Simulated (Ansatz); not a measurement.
Elastic constants of Rh (Fm-3m), step by step

```
Rh
1.0
     0.00000    1.89079    1.89079
     1.89079    0.00000    1.89079
     1.89079    1.89079    0.00000
Rh
1
Cartesian
  0.0000 0.0000 0.0000
```

Unless marked otherwise, the numbers come from PBEsol, PAW on Ansatz 0.2.0's default frozen-core files (fitted under PBE), scalar-relativistic. k mesh 28×28×28, strains of ±0.005, Fermi-Dirac smearing of 0.100 eV, cutoff 420 eV. The cell was relaxed by PAW under this functional.

The cell is cubic and carries a residual pressure of 0.00 GPa at this level. Each strain component that symmetry leaves independent is applied at ±0.005, the ions relax wherever a strain frees them, and the stress (tension positive, GPa) is read. Shears are engineering strains, γ = 2ε.

```json
{"strain": "xx", "size": "-0.005", "σxx": "-2.3641", "σyy": "-1.0574", "σzz": "-1.0574", "σyz": "0.0000", "σxz": "0.0000", "σxy": "0.0000"}
{"strain": "xx", "size": "+0.005", "σxx": "2.2881", "σyy": "1.0147", "σzz": "1.0147", "σyz": "0.0000", "σxz": "0.0000", "σxy": "0.0000"}
{"strain": "yz", "size": "-0.005", "σxx": "0.0001", "σyy": "-0.0145", "σzz": "-0.0145", "σyz": "-1.0435", "σxz": "0.0000", "σxy": "0.0000"}
{"strain": "yz", "size": "+0.005", "σxx": "0.0001", "σyy": "-0.0145", "σzz": "-0.0145", "σyz": "1.0435", "σxz": "0.0000", "σxy": "0.0000"}
```

A central difference gives one constant, for example C11 ≈ (2.2881 − (-2.3641))/(0.01) = 465.2 GPa; the program then imposes the crystal's symmetry on the whole matrix.

What are the independent elastic constants?

C11 = 465.2, C12 = 207.2, C44 = 208.7 GPa.

Do they meet the Born conditions?

C11 − C12 = 258.0, C11 + 2C12 = 879.6 and C44 = 208.7 GPa must all be positive, so the crystal is elastically stable; that says nothing yet of its phonons.

What moduli does a random aggregate of grains have?

B = (C11 + 2C12)/3 = 293.2 GPa. G_V = (C11 − C12 + 3C44)/5 = 176.8 and G_R = 5(C11 − C12)C44/(4C44 + 3(C11 − C12)) = 167.3, so G_H = 172.1 GPa. Then E = 9BG/(3B + G) = 431.8 GPa, ν = (3B − 2G)/(6B + 2G) = 0.255 and B/G = 1.70, on the brittle side of Pugh's 1.75 (a rule of thumb).

With the density of 12.640 g/cm³, how fast does sound travel, and what Debye temperature follows?

| direction | slow (m/s) | middle (m/s) | fast (m/s) |
| --- | --- | --- | --- |
| [100] | 4063 | 4063 | 6067 |
| [110] | 3195 | 4063 | 6566 |
| [111] | 3508 | 3508 | 6724 |

The mean of v⁻³ over directions and branches gives v_m = 4080 m/s and θ_D = (ħ/k_B) v_m (6π²n)^(1/3) = 510 K, n being atoms per volume. Young's modulus spans 338 to 506 GPa over directions, and the universal anisotropy index is 0.28.

How far do the constants move if all-electron PAW (datasets made for the crystal) replaces PAW in the same cell?

```
constant  PAW (GPa)  all-electron PAW (datasets made for the crystal) (GPa)  difference
     C11      465.2                                                   465.3         0.1
     C12      207.2                                                   207.2         0.0
     C44      208.7                                                   208.6        -0.1
```

What happens at 10 GPa (cell relaxed there)?

The volume falls to 0.9691 of its value, and C11 = 531.8, C12 = 248.9, C44 = 235.7 GPa (slopes of the stress), in this structure whether or not another phase takes over.

Limits of these numbers: frozen-core PAW files fitted under PBE, their cores solved anew for the functional of the run; responses of metals move with mesh and smearing.
